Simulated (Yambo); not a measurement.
Yambo run on KIO3 (space group R3m, No. 160). The wavefunctions are LDA (Quantum ESPRESSO, PseudoDojo norm-conserving, 84 Ry, no spin-orbit coupling) ones on a 4×4×4 mesh (17 occupied bands); a = b = c = 4.4383 Å, α = β = γ = 88.67°.

Yambo input:

```
rim_cut
gw0
dyson
el_el_corr
HF_and_locXC
mpa
em1d
RandQpts= 1000000
RandGvec= 1 Ry
EXXRLvcs= 84 Ry
VXCRLvcs= 336 Ry
Chimod= "HARTREE"
% BndsRnXm
 1 | 126 |
%
NGsBlkXm= 7 Ry
% LongDrXm
 1.0 | 1.0 | 1.0 |
%
EnSampXm= "2l"
EnGridXm= "lP"
% EnRngeXm
 0.0 | 40.0 | eV
%
% ImRngeXm
 2.72114 | 27.21138 | eV
%
% DmRngeXm
 0.02721 | 2.72114 | eV
%
ETStpsXm= 8
IntSolXm= "PT"
% GbndRnge
 1 | 126 |
%
GTermKind= "none"
DysSolver= "n"
ExtendOut
% QPkrange
 13 | 13 | 17 | 18 |
%
```

k points by index: 13 = Z.

The o-*.qp file then holds:

```
#    K-point    Band    Eo [eV]    E [eV]    E-Eo [eV]    Vxc [eV]    Vnlxc [eV]    Sc|Eo [eV]    Sc|E [eV]    dSc/dw|Eo [eV]    Re(Z)    Im(Z)
#
    13    17    0.000000    -0.555547    -0.555547    -16.81783    -19.98581    2.446648    2.612440    -8.115064    0.770267    -0.003549
    13    18    2.449915    3.469761    1.019846    -13.72256    -10.03062    -2.408632    -2.672091    -7.027957    0.794731    -0.002769
```
(The two width columns are left out.) Convergence of these settings isn't established.

Geometry of the Materials Project entry, not relaxed at this level.
